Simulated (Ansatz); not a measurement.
## Tl₂CdGa₄Ge, a known structure type with other elements, at an estimated volume

```
Tl Cd Ge Ga
1.0
    -3.83602    3.83602    3.23882
     3.83602   -3.83602    3.23882
     3.83602    3.83602   -3.23882
Tl Cd Ge Ga
2 1 1 4
Direct
  0.50000 0.00000 0.50000
  0.00000 0.50000 0.50000
  0.50000 0.50000 0.00000
  0.00000 0.00000 0.00000
  0.94972 0.94972 0.34988
  0.05028 0.40016 0.00000
  0.59984 0.59984 0.65012
  0.40016 0.05028 0.00000
```

Single point in Ansatz 0.2.0 with PBE, no spin polarisation. Cutoff 420 eV, PAW datasets, 7×7×7 Γ-centred k mesh, gaussian filling (width 0.1042 eV).

(1) Is it stable against the elements?

(2) What does the stress say?

(3) Give the Bader charges.

(4) Metal or insulator?

(5) Which atom feels the largest force, and which way?

(6) Describe some of the short contacts.

Origin: a known structure type with other elements, at an estimated volume, so it need not be a known compound. Caveats: atoms or cell far from equilibrium.

Results:

(1) 0.31 eV an atom against the elements' usual phases (free molecules for gases, crystals otherwise, with no correction for O₂ or N₂), so at this geometry it isn't bound against them. Relaxing would lower it.

(2) The pressure is 5.3 GPa (compression positive), so with the atoms held at these fractions the cell would first expand; the forces are large, so a full relaxation may end otherwise. The principal stresses 4.1, 4.1, 7.8 GPa differ, so its shape would change too.

(3) Bader charges in e: Tl +0.00, Cd -0.04, Ga +0.11, Ge -0.38. In the mean Ga gives up most and Ge takes most.

(4) It is a metal, with about 3.2 states/eV a cell as the mean within 0.25 eV of the Fermi level, mostly Ga p (47 %) and Tl p (18 %).

(5) The largest is on Ga5 (and as large on other atoms): 1.57 eV/Å, components (1.11, 1.11, -0.11). It makes 147° with the line to a nearest neighbour, Ge4 at 2.39 Å, pointing away from it.

(6) Ge–Ga at 2.39 Å: least valence density 0.46 e/Å³ and ELF 0.54 there. Cd–Ga at 2.60 Å: least valence density 0.31 e/Å³ and ELF 0.32 there. Tl–Ga at 3.19 Å: least valence density 0.14 e/Å³ and ELF 0.24 there. These are pseudo-fields; inside the PAW spheres they differ from the all-electron ones.
